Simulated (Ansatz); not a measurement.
GaCo (Pm-3m) at 2 levels of theory

One geometry, relaxed with PBE; plane waves with PAW potentials in Ansatz, scalar-relativistic. Collinear spin, ending at 0.1 μB a primitive cell. Gaps are the least over mesh and band path; pressure is positive in compression.

```
CELL_PARAMETERS angstrom
2.88157 0.00000 0.00000
0.00000 2.88157 0.00000
0.00000 0.00000 2.88157
ATOMIC_POSITIONS crystal
Ga 0.50000 0.50000 0.50000
Co 0.00000 0.00000 0.00000
```

```csv
level,cutoff (eV),k mesh,gap (eV),pressure (GPa),largest moment (μB)
PBE,420,20×20×20,0,0.0,0.06
```

Task: What comes out on the same cell with LDA?

Result:
| level | cutoff (eV) | k mesh | gap (eV) | pressure (GPa) | largest moment (μB) |
| --- | --- | --- | --- | --- | --- |
| LDA | 420 | 20×20×20 | 0 | -13.9 | 0.00 |

It was relaxed from a cell as deposited in COD.
